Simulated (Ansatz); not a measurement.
A trial cell of Co was relaxed with PBEsol (plane waves to 420 eV, PAW, scalar-relativistic; Ansatz, an electronic-structure program).

Before: P-3m1 (No. 164), hP2; a = b = 4.0427 Å, c = 1.8169 Å, α = β = 90.00°, γ = 120.00°.

After relaxation:

Simulated powder pattern, Mo Kα, λ = 0.71073 Å (kinematic, ideal powder, no thermal factors, no anomalous dispersion; the 24 strongest lines at most, above 1 %, up to 2θ = 45°):

```
2θ (°)  I/Imax (%)
------  ----------
13.81           58
21.67          100
24.04           48
27.83          7.5
32.58           26
33.59          5.2
36.47          5.7
37.09          5.4
40.89           22
41.73           14
42.28          6.4
44.16          2.7
```

Problem. Identify the relaxed structure from its pattern: crystal system, space group and cell.

Solution. Hexagonal, P6₃/mmc (No. 194), hP2; a = b = 3.4132 Å, c = 2.4600 Å, α = β = 90.00°, γ = 120.00°. Sites: Co 2d (0.667, 0.333, 0.250).

Problem. Index the strongest lines.

Solution. 13.81° (1 0 -1 0), 21.67° (1 0 -1 1), 24.04° (1 1 -2 0), 32.58° (2 0 -2 1), 40.89° (2 1 -3 1).

Spin state reached: ferromagnetic (net 1.64 μB/atom), from parallel starting moments; other spin orders were not run from this start.

The run could not lose the symmetry of its start.
